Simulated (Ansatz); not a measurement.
KAlH4:
```cif
data_H16Al4K4
_chemical_formula_sum 'K4 H16 Al4'
_space_group_name_H-M_alt 'I41/a :1'
_space_group_IT_number 88
_space_group_name_Hall 'I 4bw -1bw'
_cell_length_a 5.19822
_cell_length_b 5.19822
_cell_length_c 11.89500
_cell_angle_alpha 90.000
_cell_angle_beta 90.000
_cell_angle_gamma 90.000
loop_
_space_group_symop_operation_xyz
  'x, y, z'
  '-y, x+1/2, z+1/4'
  '-x+1/2, -y+1/2, z+1/2'
  'y+1/2, -x, z+3/4'
  '-x, -y+1/2, -z+1/4'
  'y, -x, -z'
  'x+1/2, y, -z+3/4'
  '-y+1/2, x+1/2, -z+1/2'
  'x+1/2, y+1/2, z+1/2'
  '-y+1/2, x, z+3/4'
  '-x, -y, z'
  'y, -x+1/2, z+1/4'
  '-x+1/2, -y, -z+3/4'
  'y+1/2, -x+1/2, -z+1/2'
  'x, y+1/2, -z+1/4'
  '-y, x, -z'
loop_
_atom_site_label
_atom_site_type_symbol
_atom_site_symmetry_multiplicity
_atom_site_Wyckoff_symbol
_atom_site_fract_x
_atom_site_fract_y
_atom_site_fract_z
_atom_site_occupancy
K1 K 4 b 0.00000 0.00000 0.50000 1
H1 H 16 f 0.23221 0.11534 0.07739 1
Al1 Al 4 a 0.00000 0.00000 0.00000 1
```
(The calculation used a cell of 12 atoms; values per cell refer to that cell.)

Relaxed with LDA.

**Question.** Give the optical modes at the zone centre with their infrared and Raman activity from DFPT, DFT-LDA in the program Ansatz with PAW potentials.

**Answer.** Transverse frequencies, without the LO–TO term; a row sums one degenerate level.

| ω (cm⁻¹) | degeneracy | IR ((D/Å)²/amu) | Raman (Å⁴/amu) | activity | symmetry |
|---|---|---|---|---|---|
| 84 | 1 | 0.00 | 8.1 | Raman | Bg |
| 90 | 2 | 0.00 | 5.2 | Raman | Eg |
| 134 | 2 | 12.17 | 0 | IR | Eu |
| 157 | 2 | 0.00 | 32 | Raman | Eg |
| 169 | 1 | 0.85 | 0 | IR | Au |
| 179 | 1 | 0.00 | 6.3 | Raman | Bg |
| 309 | 2 | 5.54 | 0 | IR | Eu |
| 322 | 1 | 0.00 | 32 | Raman | Ag |
| 374 | 1 | 0.00 | 0 | silent | Bu |
| 422 | 2 | 0.00 | 13 | Raman | Eg |
| 598 | 1 | 39.53 | 0 | IR | Au |
| 706 | 2 | 74.47 | 0 | IR | Eu |
| 728 | 1 | 0.00 | 110 | Raman | Bg |
| 761 | 2 | 0.00 | 13 | Raman | Eg |
| 769 | 1 | 0.00 | 80 | Raman | Ag |
| 796 | 1 | 0.00 | 0 | silent | Bu |
| 818 | 1 | 0.00 | 28 | Raman | Bg |
| 820 | 1 | 12.98 | 0 | IR | Au |
| 1709 | 1 | 41.88 | 0 | IR | Au |
| 1717 | 2 | 0.00 | 860 | Raman | Eg |
| 1722 | 2 | 78.37 | 0 | IR | Eu |
| 1735 | 1 | 0.00 | 240 | Raman | Bg |
| 1780 | 1 | 0.00 | 4100 | Raman | Ag |
| 1789 | 1 | 0.00 | 0 | silent | Bu |

**Question.** How high does the top mode go among those that the LO–TO term moves?

**Answer.** 1774 cm⁻¹ for q along x, 1774 cm⁻¹ for q along y, 1763 cm⁻¹ for q along z.

Space group I4_1/a. The workflow started from an entry of the Crystallography Open Database (COD), which files this formula under 2 space groups. Whether it is the stable phase at ambient conditions was not checked. Symmetry was held in the LDA relaxation; phonons on a q-mesh show no instability.

Potentials: the later of the program's two PAW sets.
